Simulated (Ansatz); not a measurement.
**Time and memory for HgTe**

```yaml
crystal:
  lattice:
    - [0.0, 3.1799338486, 3.1799338486]
    - [3.1799338486, 0.0, 3.1799338486]
    - [3.1799338486, 3.1799338486, 0.0]
  atoms:
    - { symbol: Hg, position: [0.0, 0.0, 0.0] }
    - { symbol: Te, position: [0.25, 0.25, 0.25] }
kpoints:
  mp_grid: { grid: [13, 13, 13] }
scf:
  occupations: { method: fermi_dirac, width: 0.05 }
hamiltonian:
  xc: pbe
  pseudopotentials: { kind: paw }
output:
  forces: true
  stress: true
  populations: true
  efg: { quadrupole_moments_barn: { Hg: 0.387 }, contact_densities: true }
relax:
  f_tol: 0.02
  max_steps: 60
```

```sh
ansatz run input.yaml --threads 1 --pin off --max-ram 3072MiB --backend cpu --events-out ev --progress --plain --runs-dir out
```

It runs on 1 thread of AMD EPYC 9R14 (Zen 4) (x86_64; 16 cores open to the job, memory cap 3.0 GiB, no GPU), a shared host with a load of 0.3 a core.

Q: Estimate the wall time and the peak memory.

A: About 8.2 s of wall time (8.2 s of CPU time) and 0.56 GiB. The run holds 36 valence electrons in 22 bands, about 1243 plane waves a k-point and 84 irreducible k-points, and took 6 SCF iterations, over 1 ionic steps. Times on a shared host vary by tens of per cent.
